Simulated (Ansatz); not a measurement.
This run works on a generated trial structure, not on a known crystal.

Input and command of a plane-wave DFT calculation in Ansatz:

```yaml
crystal:
  lattice:
    - [6.65436664, 0.0, 0.0]
    - [-3.32718332, 5.76285056, 0.0]
    - [0.0, 0.0, 4.33069022]
  atoms:
    - { symbol: In, position: [0.33333333, 0.66666667, 0.0] }
    - { symbol: In, position: [0.66666667, 0.33333333, 0.0] }
    - { symbol: In, position: [0.5, 0.0, 0.0] }
    - { symbol: In, position: [0.0, 0.5, 0.0] }
    - { symbol: In, position: [0.5, 0.5, 0.0] }
    - { symbol: In, position: [0.0, 0.0, 0.5] }
    - { symbol: O, position: [0.0, 0.0, 0.0] }
basis:
  ecutwfc: 420
kpoints:
  mp_grid: { grid: [3, 3, 4] }
hamiltonian:
  xc: pbe
scf:
  occupations: { method: gaussian, width: 0.2 }
  lower_state_search: "off"
output:
  forces: true
  stress: true
  eigenvalues: true
relax:
  adjacent_minimum: "off"
  f_tol: 0.08
  max_steps: 16
  cell: { stress_tol: 0.8 }
```

```bash
ansatz run input.yaml --threads 1 --pin off --max-ram 2560MiB --backend cpu --events-out ev --progress --plain --runs-dir out
```

Processor: Arm Neoverse V2, 1 thread, on a host shared with other jobs.

Q: Estimate time, memory and problem size.

A: About 85 s, peak memory 0.56 GiB. It solves 51 bands at 9 k points (after reduction by symmetry) with about 6193 plane waves (on the last cell), in 100 SCF iterations over 14 ionic steps.
